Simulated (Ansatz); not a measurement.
**O vacancy in SrLaCoO4, calculated**

Level of theory: PBEsol+U (Co 3.32 eV), collinear spin, scalar-relativistic; Ansatz, plane waves to 420 eV (PAW set soft_2), k-mesh 5×5×5.

The relaxed host crystal (no gap at this level of theory):

```yaml
crystal:
  lattice:
    - [-1.89853, 1.89853, 6.21859]
    - [1.89853, -1.89853, 6.21859]
    - [1.89853, 1.89853, -6.21859]
  atoms:
    - { symbol: Co, position: [0.00351, 0.00351, 0.00000] }
    - { symbol: La, position: [0.35835, 0.35835, 0.00000] }
    - { symbol: O, position: [0.99475, 0.49475, 0.50000] }
    - { symbol: O, position: [0.49475, 0.99475, 0.50000] }
    - { symbol: O, position: [0.83631, 0.83631, 0.00000] }
    - { symbol: O, position: [0.17130, 0.17130, 0.00000] }
    - { symbol: Sr, position: [0.64107, 0.64107, 0.00000] }
```

Supercell of 21 atoms, rows of the matrix [[-1,-1,-2],[0,0,-1],[1,-2,-1]] times the cell vectors; O vacancy at (0.995, 0.495, 0.500) in fractions of the cell above. Atoms are relaxed at the host's cell.

Distances from the empty O site (Å), by shell of the perfect crystal:

```
shell  perfect crystal  relaxed, charge 0
 2 Co             1.90               1.85
```

```json
{"charge": "0", "moment of the cell (μB)": "6.00", "gap of the cell on the mesh (eV)": "0.66"}
```

At charge 0 the unpaired electrons sit on atoms with moments (μB): 2 Co of 2.31.

No formation energy is given, since most atoms moved, so the host may distort by itself.

Caveats: open f or d shells may hold a state above the lowest; most atoms moved far, the host may distort by itself; small supercell, so energies and levels can be off by tenths of an eV; the atoms kept the symmetry of the start, so a distorted state could lie lower.
